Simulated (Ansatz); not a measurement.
**Mg₂Cd₃Te₅ (R3m) at 2 levels of theory**

One geometry, relaxed with PBE; plane waves with PAW potentials in Ansatz, scalar-relativistic. No spin polarisation. Gaps are the least over mesh and band path; pressure is positive in compression.

Space group R3m:H (No. 160). a = 4.654 Å, b = 4.654 Å, c = 56.816 Å, α = 90.00°, β = 90.00°, γ = 120.00°
```
atom  site  symmetry       x       y       z
  Mg    3a        3m  0.0000  0.0000  0.0001
  Mg    3a        3m  0.0000  0.0000  0.2005
  Cd    3a        3m  0.3333  0.6667  0.0661
  Cd    3a        3m  0.6667  0.3333  0.1337
  Cd    3a        3m  0.3333  0.6667  0.2665
  Te    3a        3m  0.3333  0.6667  0.0157
  Te    3a        3m  0.6667  0.3333  0.0833
  Te    3a        3m  0.0000  0.0000  0.1509
  Te    3a        3m  0.3333  0.6667  0.2161
  Te    3a        3m  0.6667  0.3333  0.2838
```

| level | cutoff (eV) | k mesh | gap (eV) | pressure (GPa) |
| --- | --- | --- | --- | --- |
| PBE | 420 | 6×6×6 | 1.07 | 0.0 |

What comes out on the same cell with r2SCAN?

```csv
level,cutoff (eV),k mesh,gap (eV),pressure (GPa)
r2SCAN,500,6×6×6,1.57,-0.9
```

Spin-orbit coupling matters for the bands of heavy elements and is left out.

The structure comes from a generated guess; another structure or a mixture of phases may lie lower.
